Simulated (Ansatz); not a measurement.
Input:

LuPt3:
```cif
data_LuPt3
_chemical_formula_sum 'Pt3 Lu1'
_space_group_name_H-M_alt 'P 1'
_space_group_IT_number 1
_cell_length_a 4.05100
_cell_length_b 4.05100
_cell_length_c 4.05100
_cell_angle_alpha 90.000
_cell_angle_beta 90.000
_cell_angle_gamma 90.000
loop_
_space_group_symop_operation_xyz
  'x, y, z'
loop_
_atom_site_label
_atom_site_type_symbol
_atom_site_fract_x
_atom_site_fract_y
_atom_site_fract_z
_atom_site_occupancy
Pt1 Pt 0.00000 0.50000 0.50000 1
Pt2 Pt 0.50000 0.00000 0.50000 1
Pt3 Pt 0.50000 0.50000 0.00000 1
Lu1 Lu 0.00000 0.00000 0.00000 1
```

This is the r²SCAN-relaxed structure.

Problem. All from DFT-r²SCAN in the program Ansatz with PAW potentials, unless another level is named. Estimate the formation energy from the elements (no fitted shifts).

Solution. -1.13 eV/atom.

Problem. What about the density of states at the Fermi level?

Solution. 0.75 states/eV per atom (mean over ±0.08 eV).

Space group Pm-3m (Cu3Au type). The workflow started from an entry of the Crystallography Open Database (COD). Its standing as an ambient phase is unchecked. Symmetry was held in the r²SCAN relaxation; its stability against distortions is not shown here. The run is not spin-polarised. The references are the lowest solids computed at this level, not always the standard phases. Scalar-relativistic: spin–orbit coupling is off unless named, which matters more the heavier the elements.

Potentials: the later of the program's two PAW sets.
